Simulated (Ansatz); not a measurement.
HfO₂:
```xyz
3
Lattice="0.0000 2.5292 2.5292 2.5292 0.0000 2.5292 2.5292 2.5292 0.0000" Properties=species:S:1:pos:R:3 pbc="T T T"
Hf     0.0000     0.0000     0.0000
O      1.2646     1.2646     1.2646
O      3.7938     3.7938     3.7938
```

Tensor components refer to the Cartesian frame of this cell.

Give the high-frequency dielectric tensor and the Born effective charge tensors of the independent atoms from DFPT, r²SCAN (plane waves, PAW; program Ansatz).


ε∞:
```
4.91  0.00  0.00
0.00  4.91  0.00
0.00  0.00  4.91
```
Z* of atom 1 (Hf), rows: field, columns: displacement, in e:
```
5.50  0.00  0.00
0.00  5.50  0.00
0.00  0.00  5.50
```
Z* of atom 2 (O), rows: field, columns: displacement, in e:
```
-2.75   0.00   0.00
 0.00  -2.75   0.00
 0.00   0.00  -2.75
```

Static charges for comparison (Bader): Hf1 +2.77, O2 -1.39 e. Born charges measure polarisation by displacement and can exceed these by far.

Space group Fm-3m (fluorite). This is a known high-temperature phase of the composition, computed here at zero pressure and temperature. The r²SCAN relaxation kept the symmetry of its start. At this level the phase is dynamically unstable (imaginary phonons). The run is not spin-polarised. Spin–orbit coupling is left out wherever it is not named.

Potentials: the later of the program's two PAW sets.
